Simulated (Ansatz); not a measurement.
SnO in space group Cmce (No. 64; Sn on 8f, O on 8f), LDA (plane waves, PAW; program Ansatz). The conduction-band minimum lies on the Γ–S line, 74 % of the way from Γ, with 4 equivalent valleys. Second derivatives d²E/dk² of the lowest band at one valley (eV·Å²), along Cartesian directions:

| direction | d²E/dk² |
|---|---|
| [100] | 37.15 |
| [010] | 32.65 |
| [001] | 15.52 |
| [110] | 52.25 |
| [101] | 26.34 |
| [011] | 24.09 |

Q: Find the principal effective masses, the density-of-states mass and the conductivity mass.

A: Off-diagonal terms follow from H_xy = H[110] − (H_xx + H_yy)/2, and m*/mₑ = 7.620 eV·Å² over each eigenvalue: 0.15, 0.44, 0.49. One valley's DOS mass (m₁m₂m₃)^(1/3) = 0.32, conductivity mass 3/(Σ 1/mᵢ) = 0.27 mₑ.

Q: What effective density of states Nc follows at 300 K for parabolic valleys?

A: Nc = 2.509e19 × 4 × (0.32)^(3/2) ≈ 1.8e19 cm⁻³.

The first step of the workflow began from a Materials Project structure, measured or hypothetical; the Crystallography Open Database copy checked does not list it. It is not the phase usual at ambient conditions (space group No. 129). The LDA relaxation kept the symmetry of its start; its stability against distortions is not shown here. A crystal of weakly bound layers computed without a dispersion correction: the cell and the soft elastic constants depend strongly on that. Point labels and valley counts follow the cell and symmetry of the run, lower than the named group. Scalar-relativistic: spin–orbit coupling is off unless named, which matters more the heavier the elements.

Potentials: the later of the program's two PAW sets.

Edges and masses are those of Kohn–Sham bands, whose gap is no quasiparticle gap.
